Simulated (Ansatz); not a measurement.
Starting cell, SnO2 (rutile):

```yaml
crystal:
  lattice:
    - [4.82756, 0.00000, 0.00000]
    - [0.00000, 4.82756, 0.00000]
    - [0.00000, 0.00000, 3.23791]
  atoms:
    - { symbol: Sn, position: [0.00000, 0.00000, 0.00000] }
    - { symbol: Sn, position: [0.50000, 0.50000, 0.50000] }
    - { symbol: O, position: [0.30660, 0.30660, 0.00000] }
    - { symbol: O, position: [0.80660, 0.19340, 0.50000] }
    - { symbol: O, position: [0.19340, 0.80660, 0.50000] }
    - { symbol: O, position: [0.69340, 0.69340, 0.00000] }
```

In this cell atom 5 (O, nearest neighbour Sn at 2.089 Å; its periodic images, 3.2 Å or more away, move with it) is moved by s along Cartesian x, unit vector (1.000, 0.000, 0.000); all other atoms and the cell stay fixed.

All values below come from PBE (plane waves to 420 eV, PAW, scalar-relativistic; Ansatz, a first-principles code). k mesh 6×6×8 (Γ-centred), Fermi-Dirac smearing 0.05 eV. The energy includes the smearing's −TS. SnO2 was relaxed with its symmetry unable to fall. The PAW data are Ansatz's earlier set. ΔE is measured from the undisplaced structure.

| s (Å) | ΔE (meV/cell) |
|---|---|
| -0.420 | 922 |
| -0.336 | 607 |
| -0.252 | 351 |
| -0.168 | withheld |
| -0.084 | 41 |
| 0.000 | 0 |
| 0.084 | 43 |
| 0.168 | 174 |
| 0.252 | 398 |
| 0.336 | 722 |
| 0.420 | 1150 |

### Question
Fit a polynomial form (powers 2, 3, 4) to the given rows and predict ΔE at s = -0.168.

### Answer
Least squares on the 10 given rows: ΔE = (5911)·s² + (1532)·s³ + (-216.3)·s⁴, in meV/cell with s in Å; root-mean-square residual 0.6 meV/cell. At -0.168 the fit gives 159 meV/cell; the calculation gives 160 meV/cell, so the interpolation is off by -1 (-0.6 %). The quadratic term alone would give 167 meV/cell.

(For displaced atoms, the force is minus the slope of the energy, and its curvature is a force constant, which sets phonon frequencies.)
